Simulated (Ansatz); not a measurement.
LaZn4:
```
LaZn4
1.0
    3.14032    -5.11056     0.00000
    3.14032     5.11056     0.00000
    0.00000     0.00000     6.02551
La Zn
2 8
Direct
  0.26840   0.73160   0.25000
  0.73160   0.26840   0.75000
  0.85069   0.14931   0.25000
  0.14931   0.85069   0.75000
  0.60734   0.39266   0.25000
  0.39266   0.60734   0.75000
  0.21494   0.21494   0.00000
  0.78506   0.78506   0.50000
  0.78506   0.78506   0.00000
  0.21494   0.21494   0.50000
```

Relaxed with r²SCAN.

Question: Map the electron localisation function on the plane through (0.268, 0.732, 0.250) spanned by u = [0, 0, 1] and v = [1, -1, 0] in lattice vectors, from plane-wave PAW r²SCAN (Ansatz code).

Answer: x is the fraction of u, y of v (the angle between them is 90°; rows are the nearest grid lines); atoms in the plane: La at (0.00, 0.00), La at (0.50, 0.46), Zn at (0.00, 0.58), Zn at (0.50, 0.88), Zn at (0.00, 0.34), Zn at (0.50, 0.12).
```
|0038995112455444445542115998400|
|7799973123332211122333213799977|
|9999741133322000002233311479999|
|3321112443220000000223442111233|
|0001234555322100012235554321000|
|1123344444443222223444444433211|
|2223344444443322233444444433222|
|2233444444433222223344444443322|
|1122245554432100012344555422211|
|0001224543111111111113454221000|
|0001223431123567653211343221000|
|0112233212589999999852123322110|
|3344442115998400048995112444433|
|2223332114899853589984112333222|
|1122233112699999999962113322211|
|0001222321113566653111232221000|
|0001223433211000001123343221000|
|2222334444433332333344444332222|
|2223344444432222222344444433222|
|1111233443222100012223443321111|
|3321111232220000000222321111233|
|9999741123222100012223211479999|
|7899973112332222222332113799987|
|0038995112455444445542115998400|
```
Scale: ten equal steps from 0.000 (start of '0') to 0.854 (end of '9'), in the order '0123456789'; x runs from 0.000 to 1.00, y from 0.000 (bottom) to 1.00 (top).

The density is the valence pseudo-density with augmentation charge, so density and ELF within about 1 Å of a nucleus are not all-electron values.

Space group Cmcm. The workflow started from an entry of the Crystallography Open Database (COD, 296 K). Its standing as an ambient phase is unchecked. The cell was relaxed with r²SCAN under the symmetry of its start; whether a distortion lowers the energy is not shown. Spin–orbit coupling is left out wherever it is not named.

Potentials: the later of the program's two PAW sets.
